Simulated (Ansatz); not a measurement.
Sr₂NCl:
```yaml
crystal:
  lattice:
    - [1.94408, 1.12242, 7.03467]
    - [-1.94408, 1.12242, 7.03467]
    - [0.00000, -2.24483, 7.03467]
  atoms:
    - { symbol: Sr, position: [0.76981, 0.76981, 0.76981] }
    - { symbol: Sr, position: [0.23019, 0.23019, 0.23019] }
    - { symbol: N, position: [0.50000, 0.50000, 0.50000] }
    - { symbol: Cl, position: [0.00000, 0.00000, 0.00000] }
```

Relaxed with r²SCAN.

Q: Map the electron localisation function on the plane through (0.770, 0.770, 0.770) spanned by u = [1, 0, 0] and v = [-1, 1, 1] in lattice vectors, from r²SCAN in the plane-wave PAW code Ansatz.

A: x is the fraction of u, y of v (the angle between them is 50°; rows are the nearest grid lines); atoms in the plane: Sr at (0.00, 0.00), Sr at (0.92, 0.46), N at (0.46, 0.73), Cl at (0.46, 0.23).
```
y \ x   0.000  0.0811  0.189  0.270  0.351  0.459  0.541  0.649  0.730  0.811  0.919   1.00
------  -----  ------  -----  -----  -----  -----  -----  -----  -----  -----  -----  -----
1.00    0.000   0.848  0.055  0.210  0.112  0.031  0.245  0.498  0.144  0.072  0.819  0.000
0.925   0.837   0.762  0.289  0.397  0.642  0.253  0.044  0.030  0.021  0.010  0.619  0.837
0.850   0.313   0.775  0.233  0.446  0.829  0.757  0.533  0.055  0.012  0.014  0.014  0.313
0.775   0.016   0.023  0.053  0.451  0.817  0.574  0.797  0.398  0.027  0.015  0.021  0.016
0.700   0.022   0.017  0.030  0.418  0.765  0.319  0.732  0.469  0.045  0.019  0.018  0.022
0.625   0.014   0.016  0.013  0.091  0.517  0.797  0.835  0.474  0.172  0.656  0.116  0.014
0.550   0.416   0.010  0.015  0.021  0.042  0.380  0.666  0.432  0.294  0.836  0.862  0.416
0.450   0.776   0.557  0.147  0.573  0.519  0.044  0.044  0.172  0.045  0.839  0.013  0.776
0.375   0.825   0.852  0.087  0.805  0.862  0.751  0.158  0.035  0.046  0.058  0.866  0.825
0.300   0.558   0.662  0.041  0.784  0.852  0.832  0.821  0.066  0.032  0.049  0.066  0.558
0.225   0.038   0.036  0.021  0.453  0.868  0.178  0.825  0.551  0.023  0.046  0.037  0.038
0.150   0.143   0.039  0.038  0.045  0.635  0.860  0.817  0.806  0.046  0.590  0.720  0.143
0.0750  0.852   0.484  0.042  0.042  0.035  0.668  0.841  0.797  0.113  0.587  0.795  0.852
0.000   0.000   0.848  0.055  0.210  0.112  0.031  0.245  0.498  0.144  0.072  0.819  0.000
```

The density is the valence pseudo-density with augmentation charge, so density and ELF within about 1 Å of a nucleus are not all-electron values.

Space group R-3m. The first step of the workflow began from a Materials Project structure, measured or hypothetical; the Crystallography Open Database files this formula in space group No. 166, but the cells were not matched. Its standing as an ambient phase is unchecked. The cell was relaxed with r²SCAN under the symmetry of its start; whether a distortion lowers the energy is not shown.

Potentials: the later of the program's two PAW sets.
